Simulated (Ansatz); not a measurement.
With PBEsol in the plane-wave PAW code Ansatz, NbP in the tetragonal phase (I4_1md; Nb on 4a, P on 4a) relaxes to a = 3.320 Å, c = 11.289 Å. P has 6 nearest neighbours from 2.52 Å (trigonal prismatic). Its formation energy from the elements is -1.11 eV/atom, with no fitted shifts.

Electronic character: no gap, with almost no states at the Fermi level (zero-gap or semimetallic). Gap from PBEsol with spin–orbit coupling: none (metallic).

An equation-of-state fit gives a bulk modulus of 200 GPa.

The cell was relaxed with PBEsol under the symmetry of its start. The run is not spin-polarised. A small band overlap can be real or an error of a semilocal functional. The references are the lowest solids computed at this level, not always the standard phases. Scalar-relativistic: spin–orbit coupling is off unless named, which matters more the heavier the elements.

Potentials: the later of the program's two PAW sets.
